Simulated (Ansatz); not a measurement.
An Ansatz (an electronic-structure program) run. Input:

Ansatz 0.2 input:
```yaml
crystal:
  lattice:
    - [4.1100208257, 0.0, 0.0]
    - [-2.0550104129, 3.5593824452, 0.0]
    - [0.0, 0.0, 5.1589686986]
  atoms:
    - { symbol: Ni, position: [0.0, 0.0, 0.5] }
    - { symbol: Ni, position: [0.0, 0.0, 0.0] }
    - { symbol: Bi, position: [0.3333333333, 0.6666666667, 0.25] }
    - { symbol: Bi, position: [0.6666666667, 0.3333333333, 0.75] }
kpoints:
  mp_grid: { grid: [24, 24, 17] }
hamiltonian:
  xc: pbesol
  pseudopotentials: { kind: paw }
scf:
  occupations: { method: fermi_dirac, width: 0.1 }
elastic: { mode: relaxed_ion, stencil: two_point, amplitude: 0.005, f_tol: 0.0005 }
```

Output (shortened):

```
Pseudopotential: Ni, paw, valence charge 18
Pseudopotential: Bi, paw, valence charge 15
Functional definition: PBEsol
Crystal: 4 atoms, lattice volume = 75.471 Å³
Basis set: ecut = 420 eV, 1457 PW (Γ), exchange–correlation on 60×60×72 points (8 copies of the dense FFT grid, shifted against one another)
Bands: 40, of which v1, the nominal top of the filled ones, is band 33 counted from 1 (32 counted from 0)
Symmetry: 24 space group operations
Space group: P63/mmc (ITA 194), of the structure as read, at distance tolerance 4.2e-5 Å
k-points: 549 of 9792
SCF 1 converged in 13 iterations: F = -36094.192903 eV  dr2 = 9.53e-15
Crystal: 4 atoms, lattice volume = 75.094 Å³
Basis set: ecut = 420 eV, 1437 PW (Γ), exchange–correlation on 60×60×72 points (8 copies of the dense FFT grid, shifted against one another)
Symmetry: 8 space group operations
k-points: 1413 of 9792
SCF 2 converged in 14 iterations: F = -36094.191890 eV  dr2 = 1.25e-14
relax step   1: F+E_penalty+E_count = -36094.19189039 eV  Δ(F+E_penalty+E_count) = +0.000e0 eV  max|allowed force component| = 2.191e-2 eV/Å  Δτ_max = 0.0000 Å  (14 SCF iters, accepted)
Crystal: 4 atoms, lattice volume = 75.094 Å³
SCF 3 converged in 10 iterations: F = -36094.191955 eV  dr2 = 6.70e-15
relax step   2: F+E_penalty+E_count = -36094.19195507 eV  Δ(F+E_penalty+E_count) = -6.468e-5 eV  max|allowed force component| = 4.081e-3 eV/Å  Δτ_max = 0.0036 Å  (10 SCF iters, accepted)
Crystal: 4 atoms, lattice volume = 75.094 Å³
SCF 4 converged in 8 iterations: F = -36094.191957 eV  dr2 = 5.13e-14
relax step   3: F+E_penalty+E_count = -36094.19195739 eV  Δ(F+E_penalty+E_count) = -2.316e-6 eV  max|allowed force component| = 8.423e-6 eV/Å  Δτ_max = 0.0006 Å  (8 SCF iters, accepted)
Crystal: 4 atoms, lattice volume = 75.094 Å³
SCF 5 converged in 13 iterations: F = -36094.191957 eV  dr2 = 1.12e-18
Crystal: 4 atoms, lattice volume = 75.849 Å³
Basis set: ecut = 420 eV, 1465 PW (Γ), exchange–correlation on 60×60×72 points (8 copies of the dense FFT grid, shifted against one another)
SCF 6 converged in 13 iterations: F = -36094.191969 eV  dr2 = 9.25e-14
relax step   1: F+E_penalty+E_count = -36094.19196913 eV  Δ(F+E_penalty+E_count) = +0.000e0 eV  max|allowed force component| = 2.046e-2 eV/Å  Δτ_max = 0.0000 Å  (13 SCF iters, accepted)
Crystal: 4 atoms, lattice volume = 75.849 Å³
SCF 7 converged in 9 iterations: F = -36094.192029 eV  dr2 = 8.46e-14
relax step   2: F+E_penalty+E_count = -36094.19202900 eV  Δ(F+E_penalty+E_count) = -5.987e-5 eV  max|allowed force component| = 5.960e-4 eV/Å  Δτ_max = 0.0028 Å  (9 SCF iters, accepted)
Crystal: 4 atoms, lattice volume = 75.849 Å³
SCF 8 converged in 11 iterations: F = -36094.192029 eV  dr2 = 6.74e-19
relax step   3: F+E_penalty+E_count = -36094.19202905 eV  Δ(F+E_penalty+E_count) = -5.100e-8 eV  max|allowed force component| = 1.176e-6 eV/Å  Δτ_max = 0.0001 Å  (11 SCF iters, accepted)
Crystal: 4 atoms, lattice volume = 75.849 Å³
SCF 9 converged in 12 iterations: F = -36094.192029 eV  dr2 = 3.82e-18
Crystal: 4 atoms, lattice volume = 75.094 Å³
Basis set: ecut = 420 eV, 1445 PW (Γ), exchange–correlation on 60×60×72 points (8 copies of the dense FFT grid, shifted against one another)
SCF 10 converged in 12 iterations: F = -36094.191691 eV  dr2 = 1.10e-14
Crystal: 4 atoms, lattice volume = 75.849 Å³
SCF 11 converged in 9 iterations: F = -36094.192245 eV  dr2 = 1.20e-14
Crystal: 4 atoms, lattice volume = 75.471 Å³
Basis set: ecut = 420 eV, 1449 PW (Γ), exchange–correlation on 60×60×72 points (8 copies of the dense FFT grid, shifted against one another)
Symmetry: 4 space group operations
k-points: 2557 of 9792
SCF 12 converged in 12 iterations: F = -36094.192574 eV  dr2 = 3.15e-14
relax step   1: F+E_penalty+E_count = -36094.19257449 eV  Δ(F+E_penalty+E_count) = +0.000e0 eV  max|allowed force component| = 1.426e-4 eV/Å  Δτ_max = 0.0000 Å  (12 SCF iters, accepted)
Crystal: 4 atoms, lattice volume = 75.471 Å³
SCF 13 converged in 12 iterations: F = -36094.192574 eV  dr2 = 3.74e-17
Crystal: 4 atoms, lattice volume = 75.471 Å³
SCF 14 converged in 12 iterations: F = -36094.192574 eV  dr2 = 3.01e-14
relax step   1: F+E_penalty+E_count = -36094.19257449 eV  Δ(F+E_penalty+E_count) = +0.000e0 eV  max|allowed force component| = 1.426e-4 eV/Å  Δτ_max = 0.0000 Å  (12 SCF iters, accepted)
Crystal: 4 atoms, lattice volume = 75.471 Å³
SCF 15 converged in 12 iterations: F = -36094.192574 eV  dr2 = 2.83e-17
SCF converged after 13 iterations
Free energy (F): -36094.192903 eV
Harris-Foulkes:  -36094.192903 eV  (|F-HF|=0.00e0)
Internal energy: -36094.109043 eV  (E = F + TS)
E sigma→0 (E₀):  -36094.150973 eV
Entropy (-TS):   -0.083860 eV (-20.965 meV/atom)
Fermi energy:    15.027005 eV
--- Per-component energies (eV) ---
  E_band       = -736.747655
  E_kinetic    = 1180.311945
  E_local      = -11300.570202  (includes V_loc(G=0)·N_el)
  E_nonlocal   = 2410.964750
  E_hartree    = 4563.365893
  E_xc         = -469.006787
  E_vxc        = -506.743835  (∫ρ·V_xc dr)
  E_paw        = -24223.962579  (= ΣΔE_a)
  E_vpaw       = -1647.442110  (= ΣTr[D̂ρ^β])
  E_aug_tail   = 0.000019  (compensation charges beyond the density's cutoff)
  E_ewald      = -8255.786165
  E_core_change = 0.574082  (= ΣΔE_core)
  E_smearing   = -0.083860  (= −TS)
  E_closure    = 0.000000  (closes the sum)
  Σ components = -36094.192903   (vs F -36094.192903, Δ=0.00e0)
--- Forces (eV/Å), atoms counted from 1 ---
  atom   1  Ni     0.00000000     0.00000000     0.00000000
  atom   2  Ni     0.00000000     0.00000000     0.00000000
  atom   3  Bi     0.00000000     0.00000000     0.00000000
  atom   4  Bi     0.00000000     0.00000000     0.00000000
  max |Σ_I F_I| component: 2.31e-18 eV/Å
--- Stress (GPa, compression-positive) ---
        0.012110       0.000000       0.000000
        0.000000       0.012110       0.000000
        0.000000       0.000000       0.112576
  P = ⅓ Tr σ = 0.0456 GPa (0.456 kbar)
--- Band table (eV; the first three rows and the last of 549) ---
  k-point 0: bands = ["-87.6105", "-87.6033", "-48.2152", "-48.1815", "-48.1815", "-48.1739", "-48.1739", "-48.1340", "-7.7709", "-7.7709", "-7.7284", "-7.6819", "-7.6819", "-7.6778", "-7.6778", "-7.6693", "-7.6275", "-7.6275", "1.4064", "5.2627", "9.4010", …
  k-point 1: bands = ["-87.6104", "-87.6034", "-48.2145", "-48.1814", "-48.1814", "-48.1740", "-48.1740", "-48.1347", "-7.7708", "-7.7708", "-7.7278", "-7.6808", "-7.6808", "-7.6798", "-7.6798", "-7.6697", "-7.6268", "-7.6268", "1.4253", "5.1837", "9.5019", …
  k-point 2: bands = ["-87.6102", "-87.6036", "-48.2124", "-48.1812", "-48.1812", "-48.1742", "-48.1742", "-48.1367", "-7.7704", "-7.7704", "-7.7261", "-7.6852", "-7.6852", "-7.6775", "-7.6775", "-7.6710", "-7.6251", "-7.6251", "1.4822", "4.9687", "9.7820", …
  k-point 548: bands = ["-87.6072", "-87.6066", "-48.1784", "-48.1782", "-48.1782", "-48.1775", "-48.1775", "-48.1709", "-7.7435", "-7.7435", "-7.7223", "-7.7029", "-7.6634", "-7.6611", "-7.6611", "-7.6589", "-7.6426", "-7.6426", "4.1255", "4.1255", "9.9206", …
--- Elastic constants: 3 strain directions × 2 members + reference (group order 24) ---
  dense FFT box of the reference and of every strained cell: 30×30×36
  strains applied: 11, 33, 23; error gains …
  C = ∂σ_k/∂η_j (tension-positive GPa; Voigt order 11 22 33 23 13 12):
       154.332     78.693     83.223      0.000      0.000      0.000
        78.693    154.332     83.223      0.000      0.000      0.000
        83.326     83.326    158.468      0.000      0.000      0.000
         0.000      0.000      0.000     55.644      0.000      0.000
         0.000      0.000      0.000      0.000     55.644      0.000
         0.000      0.000      0.000      0.000      0.000     37.819
  reference stress σ⁰ (GPa):     -0.012     -0.012     -0.113      0.000      0.000      0.000
  moduli (Voigt/Reuss/Hill, GPa): K = 106.40/106.32/106.36   G = 44.61/42.91/43.76   E = 115.46   ν = 0.319
  mechanically stable: yes (min eigenvalue of sym C = 37.82 GPa)
  strain η (Voigt 11):  stress-route row diagonal C_11 = 154.33 GPa, energy-path curvature d²(F+E_count+ΔE)/dδ²/Ω₀ = 154.26 GPa
         δ    σ_11 (GPa)             F (eV)   n_scf  n_hpsi   n_pw
    -5.000e-3      -0.7937      -36094.1919574      13  1172612   1495   relax 3 steps, max|allowed force component| 8.42e-6 eV/Å
     5.000e-3       0.7496      -36094.1920290      12  1063167   1502   relax 3 steps, max|allowed force component| 1.18e-6 eV/Å
  strain η (Voigt 33):  stress-route row diagonal C_33 = 158.47 GPa, energy-path curvature d²(F+E_count+ΔE)/dδ²/Ω₀ = 158.45 GPa
         δ    σ_33 (GPa)             F (eV)   n_scf  n_hpsi   n_pw
    -5.000e-3      -0.9214      -36094.1916909      12  564286   1491   relax 0 steps, max|allowed force component| 1.73e-17 eV/Å
     5.000e-3       0.6633      -36094.1922453       9  371211   1514   relax 0 steps, max|allowed force component| 1.85e-17 eV/Å
  strain η (Voigt 23):  stress-route row diagonal C_44 = 55.64 GPa, energy-path curvature d²(F+E_count+ΔE)/dδ²/Ω₀ = 55.64 GPa
         δ    σ_23 (GPa)             F (eV)   n_scf  n_hpsi   n_pw
    -5.000e-3      -0.2782      -36094.1925745      12  2050330   1498   relax 1 steps, max|allowed force component| 1.43e-4 eV/Å
     5.000e-3       0.2782      -36094.1925745      12  2021663   1498   relax 1 steps, max|allowed force component| 1.43e-4 eV/Å
```

Cost: roughly 60 core-minutes on shared cores.

Space group P6_3/mmc (NiAs type). The workflow started from a Materials Project entry (that database holds measured and hypothetical structures alike); the Crystallography Open Database copy checked does not list it. Whether it is the stable phase at ambient conditions was not checked. The PBEsol relaxation kept the symmetry of its start; of distortions, only those at the zone centre were tested. The run is not spin-polarised. As this level gives no gap, shear constants depend on the k-mesh and smearing (Fermi–Dirac, 0.1 eV here). Axis ratios of metals converge slowly with the k-mesh, so a and c are less sure than the volume. Scalar-relativistic: spin–orbit coupling is off unless named, which matters more the heavier the elements.

Potentials: the later of the program's two PAW sets.

Ansatz is a plane-wave DFT program.
